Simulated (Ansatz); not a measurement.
NaTl2MoF6:
```
CELL_PARAMETERS angstrom
      0.00000     4.35515     4.35515
      4.35515     0.00000     4.35515
      4.35515     4.35515     0.00000
ATOMIC_POSITIONS crystal
  Na 0.50000 0.50000 0.50000
  Tl 0.75000 0.75000 0.75000
  Tl 0.25000 0.25000 0.25000
  Mo 0.00000 0.00000 0.00000
  F  0.76426 0.23574 0.76426
  F  0.23574 0.76426 0.23574
  F  0.76426 0.23574 0.23574
  F  0.23574 0.76426 0.76426
  F  0.76426 0.76426 0.23574
  F  0.23574 0.23574 0.76426
```
The run is spin-polarised; directions of the spins, atom by atom: 0 0 0 ↑ 0 0 0 0 0 0.

This is the HSE06-relaxed structure.

Question: All from the program Ansatz at the HSE06 level (PAW), unless another level is named. Give the band gap.

Answer: 2.74 eV (direct).

Question: And the valence-band maximum?

Answer: at X.

Space group Fm-3m. The workflow started from a Materials Project entry (that database holds measured and hypothetical structures alike); the Crystallography Open Database files this formula in space group No. 225, but the cells were not matched. Its standing as an ambient phase is unchecked. The cell was relaxed with HSE06 under the symmetry of its start; whether a distortion lowers the energy is not shown. Magnetic state: ferromagnetic, chosen from 3 collinear starts compared on coarse meshes with r²SCAN (ties went to the first, and starts can fall back to one state), not a proven ground state. Other orbital occupations within this spin state were not tried. The hybrid was solved on a coarse mesh, the path and, where they were found, the r²SCAN edge points; its band edges are the extreme levels among these. Scalar-relativistic: spin–orbit coupling is off unless named, which matters more the heavier the elements.

Potentials: the later of the program's two PAW sets.
